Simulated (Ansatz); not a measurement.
This run works on a proposed trial structure, not on a known crystal.

Input and command of a plane-wave DFT calculation in Ansatz:

```yaml
crystal:
  lattice:
    - [2.125, 1.22686932, 13.1]
    - [-2.125, 1.22686932, 13.1]
    - [0.0, -2.45373864, 13.1]
  atoms:
    - { symbol: Sn, position: [0.711, 0.711, 0.711] }
    - { symbol: Sn, position: [0.289, 0.289, 0.289] }
    - { symbol: Sb, position: [0.0, 0.0, 0.0] }
    - { symbol: Sb, position: [0.146, 0.146, 0.146] }
    - { symbol: Sb, position: [0.854, 0.854, 0.854] }
    - { symbol: Te, position: [0.425, 0.425, 0.425] }
    - { symbol: Te, position: [0.575, 0.575, 0.575] }
basis:
  ecutwfc: 420
kpoints:
  mp_grid: { grid: [4, 4, 4] }
hamiltonian:
  xc: pbe
scf:
  occupations: { method: gaussian, width: 0.2 }
  lower_state_search: "off"
output:
  forces: true
  stress: true
  eigenvalues: true
relax:
  adjacent_minimum: "off"
  f_tol: 0.08
  max_steps: 16
  cell: { stress_tol: 0.8 }
```

```bash
ansatz run input.yaml --threads 1 --pin off --max-ram 2560MiB --backend cpu --events-out ev --progress --plain --runs-dir out
```

Processor: AMD EPYC 7R43 64-Core Processor (Zen 3), 1 thread, on a host shared with other jobs.

Problem. How long does it run, and how much memory does it take?

Solution. About 63 s, peak memory 0.59 GiB. It solves 63 bands at 13 k points (after reduction by symmetry) with about 4237 plane waves (on the last cell), in 26 SCF iterations over 4 ionic steps.
